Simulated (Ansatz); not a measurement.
## TiN (Fm-3m) as a metal

```
CELL_PARAMETERS angstrom
0.00000 2.10213 2.10213
2.10213 0.00000 2.10213
2.10213 2.10213 0.00000
ATOMIC_POSITIONS crystal
Ti 0.00000 0.00000 0.00000
N 0.50000 0.50000 0.50000
```

The conventional cell has a = 4.204 Å, b = 4.204 Å, c = 4.204 Å, α = 90.00°, β = 90.00°, γ = 90.00°. Around Ti (atom 1) lie 6 N at 2.10 Å. N (atom 2) has 6 Ti at 2.10 Å as nearest neighbours.

Level of theory, where no other is named: PBEsol, all-electron LAPW in Ansatz 0.2.0, scalar-relativistic. k mesh 16×16×16, fine mesh 24×24×24, Fermi-Dirac smearing of 0.080 eV, basis error target 1 meV/atom. The cell was relaxed by PAW under this functional.

Levels and slopes are solved on a 24×24×24 mesh, and each state is taken as quadratic over its cell.

Problem. What is the density of states at the Fermi level, and which bare Sommerfeld coefficient follows?

Solution. N(E_F) = 0.401 states/eV/atom (both spins), so γ = (π²/3) k_B² N(E_F) = 0.946 mJ/(mol-atom K²) without electron-phonon or spin-fluctuation enhancement.

Problem. What Drude plasma energy and σ/τ do the band velocities give?

Solution. (ħω_p,α)² = (e²/ε₀VN_k) Σ_nkσ (∂E/∂k_α)² δ(E − E_F) gives ħω_p = (7.94, 7.94, 7.94) eV along x, y, z, and σ/τ = ε₀ω_p² = 12.9×10²⁰ Ω⁻¹m⁻¹s⁻¹ along x. Weighted by the density of states, the mean Fermi speed is 0.728×10⁶ m/s; the surface has an area of 25.7 Å⁻² for each spin direction.

Problem. Which bands cross the Fermi level, and what do they carry?

Solution. 

```csv
band,filled part,N (states/eV/cell),speed (10⁶ m/s),5th to 95th percentile,area (Å⁻²),filling
1,0.48,0.671,0.776,0.40 to 0.88,22.9,partly filled
2,0.01,0.0798,0.484,0.34 to 0.65,1.7,nearly empty
3,0.01,0.0521,0.487,0.37 to 0.61,1.11,nearly empty
```

Problem. Map the plane k₃ = 1/2 of the mesh: how many bands lie under the Fermi level at each point, counted from the least on the plane?

Solution. k₁ runs to the right and k₂ upwards, each from −½ to ½ with 0 in the middle (the axes needn't be at right angles):
```
000000111111111111100000
000000111111111111100000
000000011111111111000000
000000011111111110000000
000000001111111100000000
111000000011111000000011
111110000000000000000111
111111000000000000001111
111111000000000000011111
111111100000000000111111
111111100000000000111111
111111100000000000111111
111111100000000000111111
111111100000000000111111
111111000000000000011111
111110000000000000011111
111100000000000000001111
111000000011111000000011
000000000111111110000000
000000001111111111000000
000000011111111111000000
000000111111111111100000
000000111111111111100000
000000111111111111100000
```

Problem. On PAW files the program sums the optical response inside the mesh cells, interband lines and its own Drude term. Where does ε₁ rise through zero (a sharp plasmon if ε₂ is small there), and how much light is reflected?

Solution. 

* Fine mesh: 24, 24, 24
* Window top: 20 eV
* Line width: 0.15 eV
* Drude damping: 0.03 eV
* ε₁ rises through zero at x: 2.56, 7.67, 12.14, 15.47, 18.47 eV
* ε₂ there x: 2.29, 7.36, 1.02, 1.3, 1.6
* Plasma energy (x, y, z): 7.91, 7.91, 7.91 eV
* Reflectivity at 1 eV, x-polarised: 0.9663
* Reflectivity at 2 eV, x-polarised: 0.8637
* Reflectivity at 3 eV, x-polarised: 0.1939

The plasma energy here is the program's own sum at the run's smearing; it differs from the value above by up to 0 %, through mesh and smearing.

Problem. What does PAW give for the same cell?

Solution. N(E_F) = 0.402 states/eV/atom and ħω_p,x = 7.94 eV.

Caveats: these sums move with the mesh, by several per cent and more for small sheets; frozen-core PAW files fitted under PBE, their cores solved anew for the functional of the run.
